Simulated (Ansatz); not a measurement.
## TiO2: course of a relaxation

Level of theory: DFT PBE, scalar-relativistic, plane waves, PAW (Ansatz 0.2.0). Run with 420 eV cutoff, 10×10×10 k-mesh, Gaussian smearing of 0.02 eV, no spin polarisation.

What was changed: relaxed at 15 GPa.

Command:

```bash
ansatz run input.yaml --threads 1 --pin off --max-ram 2560MiB --backend cpu --events-out ev --progress --plain --runs-dir out
```

Input:

```yaml
crystal:
  lattice:
    - [-1.8649997268, 1.8649997268, 4.6517286656]
    - [1.8649997268, -1.8649997268, 4.6517286656]
    - [1.8649997268, 1.8649997268, -4.6517286656]
  atoms:
    - { symbol: Ti, position: [0.0, 0.0, 0.0] }
    - { symbol: Ti, position: [0.75, 0.25, 0.5] }
    - { symbol: O, position: [0.9601720305, 0.4601720305, 0.5] }
    - { symbol: O, position: [0.2101720305, 0.2101720305, 0.0] }
    - { symbol: O, position: [0.5398279695, 0.0398279695, 0.5] }
    - { symbol: O, position: [0.7898279695, 0.7898279695, 0.0] }
basis:
  ecutwfc: 420
kpoints:
  mp_grid: { grid: [10, 10, 10] }
hamiltonian:
  xc: pbe
scf:
  occupations: { method: gaussian, width: 0.02 }
output:
  forces: true
  stress: true
  eigenvalues: true
relax:
  adjacent_minimum: "off"
  f_tol: 0.008
  max_steps: 50
  cell: { stress_tol: 0.08, p_target: 15.0 }
```

F is the free energy. Steps run on the plane waves of an earlier cell, but the last one, and at times one on the way, on a freshly chosen basis, so a repeated geometry can differ a little in energy. The relaxation lowers the enthalpy F + PV at the target pressure, so F itself can rise.

Steps:

| step | F − F(1) (eV) | largest force component (eV/Å) | V (Å³/atom) | P (GPa) |
| --- | --- | --- | --- | --- |
| 1 | 0.0000 | 0.215 | 10.787 | 17.00 |
| 2 | -0.0244 | 0.109 | 10.817 | 15.58 |
| 3 | -0.0164 | 0.021 | 10.790 | 14.91 |
| 4 | -0.0120 | 0.013 | 10.782 | 14.93 |
| 5 | -0.0102 | 0.000 | 10.778 | 15.01 |
| 6 | -0.0107 | 0.001 | 10.778 | 15.02 |
| 7 | -0.0084 | 0.000 | 10.774 | 15.00 |
| 8 | -0.0083 | 0.000 | 10.774 | 15.00 |

Relaxed structure:

```cif
data_structure
_symmetry_space_group_name_H-M 'P 1'
_symmetry_Int_Tables_number 1
_cell_length_a 5.2880
_cell_length_b 5.2880
_cell_length_c 5.2880
_cell_angle_alpha 138.342
_cell_angle_beta 138.342
_cell_angle_gamma 60.380
_cell_volume 64.64
loop_
_atom_site_label
_atom_site_type_symbol
_atom_site_fract_x
_atom_site_fract_y
_atom_site_fract_z
_atom_site_occupancy
Ti1 Ti 0.00000 0.00000 0.00000 1
Ti2 Ti 0.75000 0.25000 0.50000 1
O1 O 0.96416 0.46416 0.50000 1
O2 O 0.21416 0.21416 0.00000 1
O3 O 0.53584 0.03584 0.50000 1
O4 O 0.78584 0.78584 0.00000 1
```

It takes space group I4_1/amd (No. 141, tetragonal). The conventional cell has a = 3.761 Å, b = 3.761 Å, c = 9.142 Å, α = 90.00°, β = 90.00°, γ = 90.00°. Ti (site symmetry -4m2) is surrounded by 6 O at 1.91 to 1.96 Å. O (site symmetry 2mm) is surrounded by 3 Ti at 1.91 to 1.96 Å.

The run converged. The run took 88 s on 1 thread of Arm Neoverse V1 (shared host), peak memory 0.44 GiB.